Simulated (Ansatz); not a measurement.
Relaxed CuAu (CuAu type, space group P4/mmm):

```xyz
2
Lattice="2.8606 0.0000 0.0000 0.0000 2.8606 0.0000 0.0000 0.0000 3.5518" Properties=species:S:1:pos:R:3 pbc="T T T"
Cu     1.4303     1.4303     1.7759
Au     0.0000     0.0000     0.0000
```

Scan: atom 2 (Au, nearest neighbour Cu at 2.692 Å; its periodic images, 2.9 Å or more away, move with it) is displaced along Cartesian x, direction (1.000, 0.000, 0.000) in Cartesian axes, by s. The other atoms stay.

These are r2SCAN (plane waves to 500 eV, PAW, scalar-relativistic; Ansatz, a program for electronic structure) values and carry that method's errors. k mesh 13×13×11 (Γ-centred), Fermi-Dirac smearing 0.05 eV. The energy includes the smearing's −TS. With partly filled bands, energies and forces of such displacements shift with the k mesh and the smearing. On this mesh the relaxed cell isn't quite at rest: it carries a pressure of -0.1 GPa (compression positive) at the zero of the scan. CuAu is run without spin polarisation. CuAu was relaxed with its symmetry unable to fall. Spin-orbit coupling is left out, though Au is heavy. The zero of ΔE is the undisplaced structure. The last digit holds for this mesh only.

| s (Å) | ΔE (meV/cell) |
|---|---|
| -0.270 | 137.0 |
| -0.216 | 88.4 |
| -0.162 | 50.0 |
| -0.108 | 22.3 |
| -0.054 | 5.6 |
| 0.000 | 0.0 |
| 0.054 | 5.6 |
| 0.108 | 22.3 |
| 0.162 | 50.0 |
| 0.216 | 88.4 |
| 0.270 | 137.0 |

Problem. What force constant k = d²E/ds² at s = 0 does the table give?

Solution. 3.8 eV/Å². It is the second difference of the nearest points, corrected with the next pair.

Problem. With k = 3.84 eV/Å² from the forces, is the well harmonic out to s = 0.270 Å?

Solution. ½ks² = 140 meV/cell against the computed 137 meV/cell, so the well is close to harmonic there.

(For displaced atoms, the force is minus the slope of the energy, and its curvature is a force constant, which sets phonon frequencies.)
